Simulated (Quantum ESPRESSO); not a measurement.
```xyz
2
Lattice="0.0000 2.7904 2.7904 2.7904 0.0000 2.7904 2.7904 2.7904 0.0000" Properties=species:S:1:pos:R:3 pbc="T T T"
Ba     0.0000     0.0000     0.0000
O      2.7904     2.7904     2.7904
```
The geometry is a computed Materials Project entry, not a measured one. It is BaO in Fm-3m. Stability against distortions was not tested.

With PBE (σ by GIPAW in a modified build of Quantum ESPRESSO; JTH PAW datasets, 22.5 Ha):

```csv
quantity,PBE
σ_iso Ba (ppm),4449.9
σ_iso O (ppm),-458.5
```

These are absolute shieldings with no macroscopic susceptibility term; δ = σ_ref − σ needs a reference computed alike. By our sweeps, such settings leave a few ppm in absolute σ on light atoms and up to some 20 ppm from Zn on. No spin–orbit coupling; Ba is the heaviest element present.

**Question.** What does the LDA, on its own JTH datasets and the same geometry, give?

**Answer.** 
```tsv
quantity	LDA	LDA − PBE
σ_iso Ba (ppm)	4348.2	-101.7
σ_iso O (ppm)	-498.5	-40.0
```
